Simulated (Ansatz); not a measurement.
**What DFT gives for RbEuF3**

```
CELL_PARAMETERS angstrom
4.99849 0.00000 0.00000
0.00000 4.99849 0.00000
0.00000 0.00000 4.99849
ATOMIC_POSITIONS crystal
Eu 0.00000 0.00000 0.00000
F 0.50000 0.00000 0.00000
F 0.00000 0.50000 0.00000
F 0.00000 0.00000 0.50000
Rb 0.50000 0.50000 0.50000
```

Level: r2SCAN, collinear spin; 500 eV; 5×5×5 Γ-centred mesh; fermi-dirac occupations (width 0.0537 eV); Ansatz 0.2.0, fixed geometry.

Magnetic state (reached from a saved solution, and it need not be the lowest): Eu1 up.

Electronic structure: It is a metal, with about 5.9 states/eV a cell as the mean within 0.25 eV of the Fermi level, mostly Eu f (96 %).
Formation energy: -3.47 eV an atom against the elements' usual phases (free molecules for gases, crystals otherwise, with no correction for O₂ or N₂), so it is bound against them; other compounds may still compete. Relaxing would lower it.
Charges: Bader charges in e: Rb +0.91, Eu +1.73, F -0.88. In the mean Eu gives up most and F takes most.
Stress: The pressure is -5.0 GPa (compression positive), so with the atoms held at these fractions the cell would first shrink.
Moments: Eu1 +6.92 μB of spin moment in Bader basins; net size 6.98 μB a cell.

Origin: a known structure type with other elements, at an estimated volume, so it need not be a known compound. Caveats: semilocal functionals often miss the gap of such magnets; f shells without a U or exact exchange are poorly placed.
